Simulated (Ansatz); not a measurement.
Problem. Write an Ansatz input for a single-point calculation of SrOs with PBE (scalar-relativistic), a cutoff of 420 eV (density cutoff 4 times that), a Γ-centred 10×10×10 mesh and Gaussian smearing of 0.05 eV, without spin polarisation. Forces, stress and eigenvalues are wanted. The structure:
```
CELL_PARAMETERS angstrom
3.8226714864 0.0000000000 0.0000000000
0.0000000000 3.8226714864 0.0000000000
0.0000000000 0.0000000000 3.8226714864
ATOMIC_POSITIONS crystal
Sr 0.0000000000 0.0000000000 0.0000000000
Os 0.5000000000 0.5000000000 0.5000000000
```

Solution. 
```yaml
crystal:
  lattice:
    - [3.8226714864, 0.0, 0.0]
    - [0.0, 3.8226714864, 0.0]
    - [0.0, 0.0, 3.8226714864]
  atoms:
    - { symbol: Sr, position: [0.0, 0.0, 0.0] }
    - { symbol: Os, position: [0.5, 0.5, 0.5] }
basis:
  ecutwfc: 420
  ecutrho_ratio: 4
kpoints:
  mp_grid: { grid: [10, 10, 10] }
hamiltonian:
  xc: pbe
scf:
  occupations: { method: gaussian, width: 0.05 }
output:
  forces: true
  stress: true
  eigenvalues: true
```

Launched as:
```sh
ansatz run input.yaml --threads 2 --pin off --max-ram 2662MiB --backend cpu --events-out ev --progress --plain --runs-dir out
```

Run as written, it has 26 valence electrons, 1045 plane waves at Γ, 48 symmetry operations and 56 irreducible k-points; it took 7 SCF iterations in all. It ran for 1.5 s on 2 threads of Arm Neoverse V1, with other jobs on the host, peak memory 0.34 GiB.

The structure was built from a prototype; whether the compound forms in it isn't claimed.
